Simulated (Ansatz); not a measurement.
Starting cell, C (space group P6_3/mmc):

```
CELL_PARAMETERS angstrom
      4.88987     0.00000     0.00000
     -1.22247     2.11738     0.00000
      0.00000     0.00000     6.63682
ATOMIC_POSITIONS crystal
  C  0.00000 0.00000 0.25000
  C  0.50000 0.00000 0.25000
  C  0.00000 0.00000 0.75000
  C  0.50000 0.00000 0.75000
  C  0.16667 0.66667 0.25000
  C  0.66667 0.66667 0.25000
  C  0.33333 0.33333 0.75000
  C  0.83333 0.33333 0.75000
```

The atoms are displaced by Q × the pattern below (from a DFPT mode at M = (0.5, 0.0, 0.0), largest move 1; Q in Å), at fixed cell. (q is in reciprocal vectors of the primitive cell; the cell shown is doubled to hold the pattern.)

```json
[
 {"atom": "C1", "x": "0.000", "y": "0.000", "z": "0.995"},
 {"atom": "C2", "x": "0.000", "y": "0.000", "z": "-0.995"},
 {"atom": "C3", "x": "0.000", "y": "0.000", "z": "0.995"},
 {"atom": "C4", "x": "0.000", "y": "0.000", "z": "-0.995"},
 {"atom": "C5", "x": "0.000", "y": "0.000", "z": "-1.000"},
 {"atom": "C6", "x": "0.000", "y": "0.000", "z": "1.000"},
 {"atom": "C7", "x": "0.000", "y": "0.000", "z": "1.000"},
 {"atom": "C8", "x": "0.000", "y": "0.000", "z": "-1.000"}
]
```

These are LDA (plane waves to 420 eV, PAW, scalar-relativistic; Ansatz, an electronic-structure program) values and carry that method's errors. k mesh 15×15×5 (Γ-centred), Fermi-Dirac smearing 0.05 eV. E stands for the smeared free energy. With partly filled bands, energies and forces of such displacements shift with the k mesh and the smearing. C was relaxed with its symmetry unable to fall. The zero of ΔE is the undisplaced structure.

```csv
Q (Å),ΔE (eV/cell)
-0.280,6.491
-0.187,2.713
-0.093,0.637
0.000,0.000
0.093,0.637
0.187,2.713
0.280,6.491
```

Q: Which DFPT wavenumber at M = (0.5, 0.0, 0.0) belongs to this mode?
A) 475 cm⁻¹
B) 1350 cm⁻¹
C) 636 cm⁻¹

A: C, 636 cm⁻¹. The curvature of the scan gives 636 cm⁻¹

(For displaced atoms, the force is minus the slope of the energy, and its curvature is a force constant, which sets phonon frequencies.)
